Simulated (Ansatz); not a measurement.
Space group Fd-3m:1 (No. 227). a = 8.809 Å, b = 8.809 Å, c = 8.809 Å, α = 90.00°, β = 90.00°, γ = 90.00°
```csv
atom,site,symmetry,x,y,z
Li,16d,.-3m,0.1250,0.6250,0.1250
Ca,8a,-43m,0.5000,0.0000,0.5000
```

Equation of state of this Li₂Ca structure (not necessarily the ground state), with shape and atoms relaxed at each volume where symmetry leaves them free. It has no gap at any of these volumes. The calculation used DFT r2SCAN, scalar-relativistic, plane waves, PAW (Ansatz).

Cutoff 500 eV; k points 8×8×8 on the computed 6-atom cell (Γ-centred); Gaussian smearing, width 0.10 eV; no spin polarisation.

```json
{"V (Å³/atom)": "25.060", "E − E(largest V) (meV/atom)": "12.20", "P (GPa)": "2.51"}
{"V (Å³/atom)": "25.914", "E − E(largest V) (meV/atom)": "0.86", "P (GPa)": "1.75"}
{"V (Å³/atom)": "26.769", "E − E(largest V) (meV/atom)": "-6.68", "P (GPa)": "1.09"}
{"V (Å³/atom)": "27.623", "E − E(largest V) (meV/atom)": "-10.91", "P (GPa)": "0.51"}
{"V (Å³/atom)": "28.477", "E − E(largest V) (meV/atom)": "-12.25", "P (GPa)": "0.00"}
{"V (Å³/atom)": "29.332", "E − E(largest V) (meV/atom)": "-11.03", "P (GPa)": "-0.44"}
{"V (Å³/atom)": "30.186", "E − E(largest V) (meV/atom)": "-7.59", "P (GPa)": "-0.84"}
{"V (Å³/atom)": "31.325", "E − E(largest V) (meV/atom)": "0.00", "P (GPa)": "-1.28"}
```

Fit a third-order Birch–Murnaghan equation to E(V).

V0 = 28.48 Å³/atom, B0 = 16 GPa, B0' = 3.4.